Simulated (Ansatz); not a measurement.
# Zincblende alloy of CdTe and HgTe (24 of 64 Cd sites exchanged), 128 atoms

Ansatz, PAW, plane waves. PBEsol relaxation of volume and atoms (shape held) at the single k point (½, ½, ½); single points on the relaxed atoms at the Γ point alone, onto which points of the small cell's zone fold. Arrangement: quasirandom. No spin–orbit coupling unless named.

Relaxed structure:

```xyz
128
Lattice="0.0000 12.9946 12.9946 12.9946 0.0000 12.9946 12.9946 12.9946 0.0000" Properties=species:S:1:pos:R:3 pbc="T T T"
Hg   12.9977   13.0056    0.0153
Hg    0.0091    6.5181    6.5140
Hg   13.0005   13.0090    6.5132
Hg   13.0115   13.0095   19.4977
Hg   19.5048   19.5066   19.5002
Hg    3.2680    3.2616    6.5136
Hg    9.7647    3.2600    6.5151
Hg    9.7599    9.7562   13.0203
Hg   16.2576   16.2535   19.5010
Hg    3.2759   13.0076   16.2376
Hg    9.7695    6.5245    3.2533
Hg    9.7641    6.5181    9.7542
Hg    9.7653   13.0147    9.7491
Hg   16.2663    6.5246    9.7504
Hg    0.0133    3.2668    3.2715
Hg    6.5255    3.2643    3.2628
Hg    6.5164    9.7650    3.2650
Hg    6.5205    9.7704    9.7623
Hg    6.5040    9.7486   16.2505
Hg    6.5173   16.2561    9.7596
Hg   13.0116    3.2602    9.7774
Hg   13.0185    9.7771    3.2618
Hg   13.0116    9.7665    9.7574
Hg   13.0148   16.2771    9.7626
Cd    6.4999   12.9936   19.4925
Cd    6.4930    6.4917    0.0082
Cd    6.4977    6.5046    6.4896
Cd    6.4955    6.4955   12.9884
Cd   19.4807   12.9980   19.4951
Cd    6.4833   12.9910   12.9924
Cd   13.0032   19.4877   19.4905
Cd   12.9935    6.4946   13.0018
Cd   13.0049   13.0043   12.9976
Cd   12.9863   19.4966   13.0023
Cd   19.4930   12.9951   12.9948
Cd    3.2552   16.2331   12.9901
Cd    3.2564    9.7442    6.4901
Cd   16.2306   22.7315   12.9878
Cd   22.7373   16.2357   12.9896
Cd   22.7350   22.7314   25.9832
Cd    9.7411    9.7404    6.5055
Cd    9.7546    9.7407   19.4810
Cd   22.7386   16.2349   19.4821
Cd    9.7423   16.2403   13.0026
Cd   16.2481   22.7335   19.4884
Cd   16.2448    9.7464   13.0021
Cd   16.2553   16.2432   12.9983
Cd   16.2490    6.4959   16.2302
Cd    3.2621    6.5080    9.7441
Cd    3.2465   12.9871    9.7439
Cd    9.7502   12.9900   22.7288
Cd   22.7358   19.4778   16.2321
Cd   22.7489   12.9911   16.2298
Cd    9.7403   12.9995   16.2429
Cd    9.7592   19.4869    9.7383
Cd   16.2546   13.0006    9.7398
Cd   16.2401   12.9909   16.2415
Cd   16.2400   19.4847   16.2368
Cd   25.9803   22.7485   22.7432
Cd    6.5117    3.2486    9.7520
Cd   12.9947    9.7395   16.2498
Cd   12.9937   16.2411   16.2470
Cd   19.4994    9.7597    9.7430
Cd   19.4914   16.2387   16.2446
Te    1.6237    1.6270    1.6251
Te    1.6328    8.1342    8.1305
Te    8.1163    1.6179    8.1160
Te    8.1128    8.1172    1.6176
Te    8.1125    8.1153    8.1162
Te    8.1123    8.1077   14.6103
Te    8.1151   14.6117    8.1103
Te    8.1118   14.6045   14.6062
Te   14.6135    8.1171    8.1116
Te   14.6143    8.1186   14.6137
Te   14.6222   14.6254    8.1273
Te   14.6218   14.6225   14.6174
Te   14.6204   14.6224   21.1206
Te   14.6119   21.1087   14.6155
Te   21.1116   14.6124   14.6135
Te   21.1271   21.1249   21.1217
Te    4.8674    4.8604    1.6158
Te    4.8896    4.8822    8.1327
Te    4.8667   11.3628    8.1125
Te    4.8632   11.3501   14.5997
Te   11.3824    4.8744    8.1287
Te   11.3617    4.8600   14.6049
Te   11.3582   11.3530    1.6113
Te   11.3643   11.3601    8.1139
Te   11.3852   11.3829   14.6291
Te   11.3657   11.3605   21.1042
Te   11.3613   17.8550    8.1064
Te   11.3672   17.8591   14.6132
Te   17.8636   11.3635    8.1125
Te   17.8655   11.3690   14.6129
Te   17.8702   17.8628   14.6161
Te   17.8727   17.8679   21.1167
Te    4.8815    1.6295    4.8735
Te    4.8671    8.1129    4.8613
Te    4.8744    8.1226   11.3673
Te    4.8652   14.6083   11.3566
Te   11.3566    1.6121   11.3602
Te   11.3840    8.1329    4.8816
Te   11.3788    8.1297   11.3750
Te   11.3583    8.1071   17.8492
Te   11.3629   14.6083    4.8611
Te   11.3795   14.6292   11.3760
Te   11.3646   14.6119   17.8589
Te   11.3671   21.1091   11.3634
Te   17.8834    8.1374   11.3802
Te   17.8686   14.6178   11.3657
Te   17.8611   14.6090   17.8550
Te   17.8563   21.1010   17.8562
Te    1.6350    4.8829    4.8796
Te    1.6177   11.3646   11.3641
Te    8.1367    4.8846    4.8777
Te    8.1219    4.8717   11.3666
Te    8.1337   11.3833    4.8841
Te    8.1360   11.3800   11.3793
Te    8.1244   11.3715   17.8683
Te    8.1333   17.8780   11.3798
Te   14.6352    4.8872   11.3786
Te   14.6352   11.3839    4.8795
Te   14.6339   11.3832   11.3778
Te   14.6184   11.3600   17.8587
Te   14.6380   17.8867   11.3846
Te   14.6139   17.8600   17.8582
Te   21.1174   11.3724   11.3676
Te   21.1103   17.8583   17.8590
```

**Question.** What are the mean bond lengths by pair (pairs within 1.2 times the sum of covalent radii, less contacts 15 % beyond the pair's median; cation–cation pairs of compounds aside; long ionic contacts are cut short by that bound)?

**Answer.** Cd–Te 2.810 ± 0.005 Å (standard deviation, 160 bonds); Hg–Te 2.819 ± 0.010 Å (standard deviation, 96 bonds).

**Question.** What gap lies between the top filled and the lowest empty level in the single points?

**Answer.** HSE06 0.95 eV (6.8 min on NVIDIA GB200).
